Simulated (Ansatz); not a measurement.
An Ansatz (a first-principles code) run. Input:

Ansatz 0.2 input:
```yaml
crystal:
  lattice:
    - [2.5001081733, 0.0, 0.0]
    - [-1.2500540867, 2.1651571903, 0.0]
    - [0.0, 0.0, 4.0223370791]
  atoms:
    - { symbol: B, position: [0.0, 0.0, 0.0] }
    - { symbol: B, position: [0.0, 0.0, 0.5] }
    - { symbol: N, position: [0.3333333333, 0.6666666667, 0.25] }
    - { symbol: N, position: [0.6666666667, 0.3333333333, 0.75] }
kpoints:
  mp_grid: { grid: [13, 13, 7] }
basis: { xc_grid: 2 }
hamiltonian:
  xc: pbe
  pseudopotentials: { kind: paw }
scf:
  occupations: { method: fixed }
checkpoint: { read: static.run }
output: { bader: true, populations: true }
```

Output (shortened):

```
Pseudopotential: B, paw, valence charge 3
Pseudopotential: N, paw, valence charge 5
Functional definition: PBE
Crystal: 4 atoms, lattice volume = 21.773 Å³
Basis set: ecut = 420 eV, 403 PW (Γ), exchange–correlation on 36×36×54 points (8 copies of the dense FFT grid, shifted against one another)
Bands: 12, of which v1, the nominal top of the filled ones, is band 8 counted from 1 (7 counted from 0)
Symmetry: 24 space group operations
Space group: P63/mmc (ITA 194), of the structure as read, at distance tolerance 2.8e-5 Å
k-points: 84 of 1183
Stability of the state it starts from, as read at its close in the unpolarized treatment …
iter 1 solved again at ethr=9.65e-9 eV; its pass at ethr=3.10e-3 eV (dr2=1.54e-6 eV) is discarded
SCF iter   1: F=—  HF=-1077.491750 eV  |F-HF|=—  |Δ(HF+E_count)|=         —  Δρ=2.34e-7  dr2=5.29e-12  ethr=9.65e-9  ⟨swp⟩=3.4  Hψ=7864  notcnv=0  defer=155
preconditioner: auto → none
SCF iter   2: F=-1077.491750 eV  HF=-1077.491750 eV  |F-HF|=0.00e0  |Δ(HF+E_count)|=   1.68e-9  Δρ=9.94e-8  dr2=1.29e-12  ethr=1.00e-12  ⟨swp⟩=6.2  Hψ=4463  notcnv=0
SCF 1 converged in 2 iterations: F = -1077.491750 eV  dr2 = 1.29e-12
SCF converged after 2 iterations
Free energy (F): -1077.491750 eV
Harris-Foulkes:  -1077.491750 eV  (|F-HF|=0.00e0)
Internal energy: -1077.491750 eV  (E = F + TS)
E sigma→0 (E₀):  -1077.491750 eV
Fermi energy:    14.058028 eV
--- Per-component energies (eV) ---
  E_band       = 87.978943
  E_kinetic    = 365.593172
  E_local      = -261.177910  (includes V_loc(G=0)·N_el)
  E_nonlocal   = 111.522160
  E_hartree    = 73.470223
  E_xc         = -186.014989
  E_vxc        = -231.636797  (∫ρ·V_xc dr)
  E_paw        = -411.311262  (= ΣΔE_a)
  E_vpaw       = -43.262319  (= ΣTr[D̂ρ^β])
  E_aug_tail   = 0.000185  (compensation charges beyond the density's cutoff)
  E_ewald      = -769.573329
  E_smearing   =  0.000000  (= −TS)
  E_closure    = 0.000000  (closes the sum)
  Σ components = -1077.491750   (vs F -1077.491750, Δ=0.00e0)
  [band-id]    e_kinetic+e_local+e_nonlocal+2·e_hartree+e_vxc+e_vpaw+e_augmentation_tail = 87.978936   (vs E_band 87.978943, Δ=-6.55e-6)
--- Band table (eV; the first three rows and the last of 84) ---
  k-point 0: bands = ["-8.0857", "-3.0241", "1.9553", "12.6377", "12.6377", "13.4117", "13.4117", "13.8420", "19.7810", "21.9778", "22.3222", "22.3222"]
  k-point 1: bands = ["-7.9435", "-3.6090", "2.7789", "12.6915", "12.6915", "13.1685", "13.3960", "13.3960", "19.8904", "22.0114", "22.1912", "22.1912"]
  k-point 2: bands = ["-7.5198", "-4.7507", "4.6217", "11.4586", "12.8397", "12.8397", "13.3370", "13.3370", "20.2117", "21.8466", "21.9345", "21.9345"]
  k-point 83: bands = ["-1.2521", "-0.9601", "3.2920", "3.5987", "4.6631", "4.6892", "12.7353", "13.1877", "19.1638", "20.1326", "20.7443", "21.4297"]
--- Löwdin populations: 4 sites ---
  site symbol       q [e]
     0      B      2.5774
     1      B      2.5774
     2      N      5.3843
     3      N      5.3843
  spilling = 0.004793 (of n_electrons = 16.000000)
--- Bader charges: 4 sites ---
  site symbol  charge [e]  shift [e]
     0      B      1.9783     0.0015
     1      B      1.9782     0.0015
     2      N     -1.9782     0.0015
     3      N     -1.9782     0.0015
  shift: an alarm, by how much a part of what the PAW files miss would move the charge. Where it is large, compare
  with a run on PAW files of another source; a small one proves nothing
  estimated error of the sums over rays = 4.2e-4 e
```

Cost: around 23 core-seconds (rough) on shared cores.

Space group P6_3/mmc (NiAs type). A made-up cell: these elements were put on the sites of a structure type. Its sites differ from those of the usual phase in this space group: another stacking or structure type. Symmetry was held in the PBE relaxation. At this level the phase is dynamically unstable (imaginary phonons). Its formation energy is positive at this level, so the cell may be metastable or incomplete.

Potentials: the later of the program's two PAW sets.

Ansatz is a plane-wave DFT program.
